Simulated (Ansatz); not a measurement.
Al (fcc (Cu type), Fm-3m) under volume change, DFT-PBEsol in the program Ansatz with PAW potentials, scaled uniformly.

| V (Å³/atom) | E − E(relaxed) (meV/atom) | P (GPa) |
|---|---|---|
| 14.713 | 40.3 | 9.69 |
| 15.198 | 16.8 | 5.89 |
| 15.683 | 4.0 | 2.70 |
| 16.168 | 0.0 | 0.00 |
| 16.653 | 3.5 | -2.27 |
| 17.138 | 13.4 | -4.20 |
| 17.623 | 28.7 | -5.82 |

**Question.** What does a third-order Birch–Murnaghan fit give for V₀, B₀ and B′?

**Answer.** V₀ = 16.17 Å³/atom, B₀ = 82.5 GPa, B′ = 4.6.

The PBEsol relaxation kept the symmetry of its start.

Potentials: the earlier of the program's two PAW sets. The files were generated under PBE; for other functionals the program regenerates the frozen cores, and for LDA and PBEsol the local potential too.
